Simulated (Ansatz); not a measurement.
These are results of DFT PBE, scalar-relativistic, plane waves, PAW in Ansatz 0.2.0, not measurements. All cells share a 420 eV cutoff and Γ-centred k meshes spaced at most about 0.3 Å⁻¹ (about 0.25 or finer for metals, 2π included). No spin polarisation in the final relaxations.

All energies are static (0 K, no zero-point motion).

Two relaxed structures of InBiO:

A.

```
CELL_PARAMETERS angstrom
3.53162 0.00000 0.00000
0.00000 3.53162 0.00000
0.00000 0.00000 5.12351
ATOMIC_POSITIONS crystal
In 0.00000 0.00000 0.50000
Bi 0.50000 0.50000 0.00000
O 0.50000 0.50000 0.50000
```

B.

```
CELL_PARAMETERS angstrom
3.61747 0.00000 0.00000
-1.80873 3.13282 0.00000
0.00000 0.00000 6.10386
ATOMIC_POSITIONS crystal
In 0.00000 0.00000 0.50000
Bi 0.33333 0.66667 0.00000
O 0.66667 0.33333 0.50000
```

**Question.** Which would you expect to be lower, and how large is the difference?

**Answer.** B is lower, by 27 meV/atom. A has space group P4/mmm (No. 123), 21.3 Å³/atom and no gap on its mesh; B has space group P-6m2 (No. 187), 23.1 Å³/atom and no gap. Counting O atoms around Bi and In (those within 1.25 times the shortest such distance or 1.15 times the sum of covalent radii, 1.27 where that leaves under three; the shortest distance is added where it exceeds 1.18 times the sum of covalent radii), A has In 4 from 2.5 Å, Bi 2 from 2.6 Å and B has In 3, Bi 6 from 3.7 Å. In A, In is surrounded by 4 O at 2.50 Å, 4 In at 3.53 Å and 8 Bi at 3.58 Å; around Bi lie 2 O at 2.56 Å, 4 Bi at 3.53 Å and 8 In at 3.58 Å; O has 4 In at 2.50 Å and 2 Bi at 2.56 Å. In B, In is surrounded by 3 O at 2.09 Å, 6 In at 3.62 Å and 6 Bi at 3.70 Å; around Bi lie 6 Bi at 3.62 Å, 6 In at 3.70 Å and 6 O at 3.70 Å; O has 3 In at 2.09 Å, 6 O at 3.62 Å and 6 Bi at 3.70 Å. Both come from invented guesses. A third cell relaxed alike, in P4/nmm, lies 293 meV/atom below the lower of the two.

No dispersion correction is applied, so the spacing and binding between layers, chains or molecules are poorly described (P-6m2), and this can change margins and order among such cells. These runs have no spin–orbit coupling, which can matter for Bi. Cells relaxed within their symmetry can be saddle points.
